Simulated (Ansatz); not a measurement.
## Structure search: one ScAgC4N4 candidate

These are results of Ansatz 0.2.0, DFT PBE, scalar-relativistic, plane waves, PAW, not measurements. Cutoff 420 eV, Gaussian smearing, Γ-centred meshes. Cell and atoms relax first on a coarse mesh and then on a converged one. In between, the cell is made exact in the group found at 0.06 Å. The steps can't lower the symmetry of their start. No spin polarisation.

A trial structure of ScAgC4N4 was built thus: stacked square cyanide-bridged sheets (Cmmm, No. 65). The dimensions are guesses.

```
Sc Ag C N
1.0
     3.75615   -4.03115    0.00000
     3.75615    4.03115    0.00000
     0.00000    0.00000    7.51230
Sc Ag C N
1 1 4 4
Direct
  0.00000 0.00000 0.00000
  0.50000 0.50000 0.50000
  0.80968 0.80968 0.80968
  0.19032 0.19032 0.19032
  0.80968 0.80968 0.19032
  0.19032 0.19032 0.80968
  0.69955 0.69955 0.69955
  0.30045 0.30045 0.30045
  0.69955 0.69955 0.30045
  0.30045 0.30045 0.69955
```

The zero of energy is the elements' standard structures at the same level (N₂ as a molecule); no fitted shifts are applied.

Task: Describe the relaxed structure.

Result: The symmetry stays Cmmm (No. 65). The volume per atom grows by 11.4 %, from 22.7 to 25.3 Å³. The shortest distance stays 1.17 Å (C–N). The energy falls by about 0.21 eV/atom (the start's value is from the coarse mesh). The end is written in a standard setting, so origin, axes and order of atoms can differ from the start's. Conventional cell: a = 7.665 Å, b = 8.362 Å, c = 7.909 Å. Sc has 4 C at 2.25 Å; around Ag lie 4 N at 2.34 Å; C has 1 N at 1.17 Å and 1 Sc at 2.25 Å; N has 1 C at 1.17 Å and 1 Ag at 2.34 Å.

```cif
data_structure
_symmetry_space_group_name_H-M 'Cmmm'
_symmetry_Int_Tables_number 65
_cell_length_a 7.6653
_cell_length_b 8.3616
_cell_length_c 7.9093
_cell_angle_alpha 90.000
_cell_angle_beta 90.000
_cell_angle_gamma 90.000
_cell_volume 506.95
loop_
_atom_site_label
_atom_site_type_symbol
_atom_site_symmetry_multiplicity
_atom_site_Wyckoff_symbol
_atom_site_fract_x
_atom_site_fract_y
_atom_site_fract_z
_atom_site_occupancy
Sc1 Sc 2 a 0.00000 0.00000 0.00000 1
Ag1 Ag 2 c 0.50000 0.00000 0.50000 1
C1 C 8 n 0.50000 0.30474 0.80483 1
N1 N 8 n 0.50000 0.19619 0.71170 1
```

Task: How does it come out in energy, and is it a metal?

Result:

- Energy over the elements: +0.434 eV/atom
- Gap on the 6×6×6 mesh of the 10-atom cell: 0.45 eV

It can't be a ground state, since the elements alone are lower.

The last run used Gaussian smearing of 0.02 eV. Weakly bound directions are ill-defined at this level, which has no dispersion term. Kohn–Sham gaps at this level usually fall short of measured ones. The reference form of C is held partly by dispersion forces, which this level lacks. Symmetry constrained the relaxation, so the result can be a saddle point. In all, the 3 runs took 2.4 min on 1 thread of AMD EPYC 7B13 (Zen 3) (shared host).
